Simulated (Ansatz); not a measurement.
ZnHgS2 in space group R3m (No. 160; Zn on 3a, Hg on 3a, S on 3a, S on 3a), the program Ansatz at the PBE level (PAW), all energies at zero smearing, with the estimated change up to a 700 eV cutoff added, with one set of potentials and settings (totals compare only within such a set). Cell of 4 atoms (1 Zn, 1 Hg, 2 S): -18938.398 eV.

```tsv
element	reference phase	E (eV/atom)
Zn	C2/m, 3 atoms in the cell	-3319.0295
Hg	P6_3/mmc, 2 atoms in the cell	-13813.4607
S	Fddd, 32 atoms in the cell	-902.0599
```

Formation energy per atom, worked out: (-18938.398 − 1×(-3319.0295) − 1×(-13813.4607) − 2×(-902.0599))/4 = -0.447 eV/atom (-43 kJ per mol of atoms), at 0 K, without zero-point energy or fitted corrections.

The first step of the workflow began from a Materials Project structure, measured or hypothetical; the Crystallography Open Database copy checked does not list it. Whether it is the stable phase at ambient conditions was not checked. The cell was relaxed with PBE under the symmetry of its start; its stability against distortions is not shown here. The references are the lowest solids computed at this level, not always the standard phases. Scalar-relativistic: spin–orbit coupling is off unless named, which matters more the heavier the elements.

Potentials: the later of the program's two PAW sets.
